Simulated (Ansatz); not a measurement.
A short materials screen. An acoustic mirror alternates quarter-wave layers of high and low impedance; the larger the ratio, the fewer layers.

The reference row is α-quartz SiO2. Each row is paired with the reference. Frequency 5 GHz, 3 pairs, polycrystalline averages.

Levels of theory (Ansatz, a plane-wave PAW program): density: r²SCAN, relaxed cell; longitudinal speed: r²SCAN, elastic tensor, Hill average.

Runs started from generated or typed cells of the structure named: fcc Pb; RuAl; fcc Cu; bcc W; fcc Pd. Magnetic states: MnSi ferromagnetic, the lowest of the collinear orders tried. Functionals of the SCAN family are commonly reported to give itinerant 3d magnets too large moments and volumes. Spin–orbit coupling is left out unless named.

Model: Z = ρ v_l; layer = v_l/4f; ratio = larger Z over smaller Z; isolation ≈ 20 × 3 × log₁₀(ratio), up to a constant set by the substrate.

| crystal | density (g/cm³) | v_l (km/s) | impedance (MRayl) | quarter wave (nm) | impedance ratio | isolation (dB) |
|---|---|---|---|---|---|---|
| fcc Pb | 11.04 | 2.28 | 25.17 | 114 | 1.571 | 12 |
| α-quartz SiO2, reference | 2.64 | 6.07 | 16.02 | 304 | 1.000 | 0 |
| MnSi (P2₁3) | 5.83 | 7.39 | 43.08 | 370 | 2.689 | 26 |
| RuAl (CsCl type) | 8.01 | 6.87 | 55.03 | 344 | 3.435 | 32 |
| fcc Cu | 9.22 | 5.10 | 47.02 | 255 | 2.935 | 28 |
| bcc W | 19.20 | 5.28 | 101.38 | 264 | 4.113 | 37 |
| fcc Pd | 11.85 | 4.58 | 54.27 | 229 | 3.388 | 32 |

Check the column «impedance ratio» against the rules: one row is wrong, and what depends on it inherits the slip. Find and correct it.

The row of bcc W shows 4.113. From its own inputs, impedance ratio: larger of 101.38/16.02 and its inverse = 6.328. Carried on: isolation: 20 × 3 × log₁₀(6.328) = 48 dB. The other rows agree with the rules.

With the correction: By impedance ratio (highest first): bcc W (6.328 ± 0.20), RuAl (3.435 ± 0.11) ≈ fcc Pd (3.388 ± 0.11), fcc Cu (2.935 ± 0.093), MnSi (2.689 ± 0.085), fcc Pb (1.571 ± 0.050). The ± follows from allowances picked for this note (density 1 %, longitudinal speed 3 %), carried to first order and added in quadrature, each row's own inputs moving alone; ≈ joins neighbours closer than their two ± added in quadrature.

Sputtered films are textured or amorphous and softer than these crystals; shear waves need a mirror of their own. Where several phases of a formula are at hand, those over 0.1 eV/atom above the lowest were not drawn (by r²SCAN where it compared them, else by the largest value; a layered or molecular lowest phase counts only with a dispersion term); other phases could lie lower still. Rows are a sample by related chemistry or structure, familiar materials first, kept where one row at least reaches a ratio of 2.5. Limits of the draw: impedance over 8 MRayl; for moduli and speeds, an anisotropy index under 2.5, no layered crystals; no unfamiliar magnets, and cubic perovskites only if shown or known to be stable. As a rule kept out of such tables: 4f compounds, open-shell compounds run without a Hubbard term, cells found unstable in the tests at hand, cells close to a higher symmetry, and runs set to a pressure or over 12 % in volume from the crystal's fullest run.
